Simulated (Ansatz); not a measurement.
# CsLaS$_{2}$

```xyz
4
Lattice="2.1660 1.2505 8.1006 -2.1660 1.2505 8.1006 0.0000 -2.5011 8.1006" Properties=species:S:1:pos:R:3 pbc="T T T"
Cs    0.0000    0.0000    0.0000
La    0.0000    0.0000   12.1510
S     0.0000    0.0000    5.5672
S     0.0000    0.0000   18.7347
```

Atoms are numbered in the order listed.

Structure from Materials Project entry mp-561586 (possibly hypothetical), not relaxed further.

Spin–orbit coupling is left out, though it moves levels of the heavy atoms by tenths of an eV or more.

Methods: DFT, LDA, all-electron LAPW, scalar-relativistic (Ansatz 0.2.0); DFT, LDA, PAW with Ansatz's default frozen-core files, scalar-relativistic (Ansatz 0.2.0).

For LAPW: a Γ-centred 8×8×8 k mesh, Fermi–Dirac smearing of 0.03 eV, basis error target 1 meV/atom, no spin polarisation. PAW takes a cutoff of 420 eV at this cell (files made with PBE, cores remade for this functional). The Ansatz runs share mesh, smearing and spin set-up. Values come from LAPW unless marked.

```
Smallest direct gap on the path : 2.49 eV
Volume per atom                 : 32.91 Å³
```

Question: Stress xx, yy, zz (compression positive): what does the calculation give?

Answer: -2.94, -2.94, -3.34 GPa.

Question: Predict this quantity. Pressure at this cell.

Answer: -3.08 GPa.

Question: Predict this quantity. Bader charges (from the PAW run).

Answer: Cs1 +0.75, La2 +1.80, S3 -1.28 e.

Question: Predict this quantity. Largest force.

Answer: 0.00329 Ha/bohr on S3.

Question: Predict this quantity. Band gap.

Answer: 2.31 eV, indirect from Γ to F (0.5, 0, 0.5).

Question: Predict this quantity. Löwdin charges (with 0.14 e of the cell spilling out of the atomic basis, so their sizes and signs hang on that basis).

Answer: Cs1 0.78, La2 0.60, S3 -0.62 e.
